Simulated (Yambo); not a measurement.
BaTiO$_{3}$ (space group P4mm, No. 99); a = b = 3.990 Å, c = 4.103 Å, α = β = γ = 90.00°. With the G0W0 scissor the direct gap on the mesh is 3.81 eV. Axes are Cartesian, with cell vectors (Å) (3.99, 0.00, 0.00), (0.00, 3.99, 0.00), (0.00, 0.00, 4.10).

Does this run resolve the lowest exciton, and if so, what are its energy and binding? (Yambo, PBEsol bands; 8×8×8 mesh, 9 valence and 3 conduction bands, static screening with 44 bands and a 3 Ry block, scissor 1.56 eV, Tamm-Dancoff.)

No. The lowest state covers only about 4 of the 512 k points, so the mesh doesn't resolve it: its energy and its distance from the direct gap are mesh artefacts. An extended exciton needs a far denser mesh. The scissor comes from a G0W0 run whose convergence isn't established. 

Geometry of the Materials Project entry, not relaxed at this level.
